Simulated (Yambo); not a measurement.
Yambo run on CsLiBr$_{2}$ (space group P4/nmm, No. 129). The wavefunctions are PBEsol (pw.x of Quantum ESPRESSO, ONCV potentials, scalar-relativistic) ones on a 2×2×1 mesh (26 occupied bands); a = b = 5.1812 Å, c = 9.9301 Å, α = β = γ = 90.00°.

Yambo input:

```
rim_cut
gw0
dyson
el_el_corr
HF_and_locXC
ppa
em1d
RandQpts= 1000000
RandGvec= 1 Ry
EXXRLvcs= 74 Ry
VXCRLvcs= 296 Ry
Chimod= "HARTREE"
% BndsRnXp
 3 | 471 |
%
NGsBlkXp= 3 Ry
% LongDrXp
 1.0 | 1.0 | 1.0 |
%
PPAPntXp= 27.2114 eV
% GbndRnge
 1 | 471 |
%
GTermKind= "BG"
DysSolver= "n"
ExtendOut
% QPkrange
 1 | 1 | 26 | 27 |
 3 | 3 | 26 | 26 |
%
```

k points by index: 1 = Γ, 3 = M.

The o-*.qp file then holds:

```
#    K-point    Band    Eo [eV]    E [eV]    E-Eo [eV]    Vxc [eV]    Vnlxc [eV]    Sc|Eo [eV]    Sc|E [eV]    dSc/dw|Eo [eV]    Re(Z)    Im(Z)
#
    1    26    -0.277396    -1.611748    -1.334353    -12.76985    -16.44282    2.058957    2.338611    -5.702481    0.826743    -0.001276
    1    27    4.141908    4.775671    0.633763    -7.049530    -3.136544    -3.176191    -3.279223    -4.423007    0.860182    -0.001077
    3    26    0.000000    -1.223152    -1.223152    -13.13438    -16.65808    2.043433    2.300548    -5.719478    0.826317    -0.001266
```
(The two width columns are left out.) Convergence of these settings isn't established.

Spin-orbit coupling is not included.

Geometry of the Materials Project entry, not relaxed at this level.

The structure is a Materials Project entry; no match was found in the copy of COD used, and its stability was not checked.
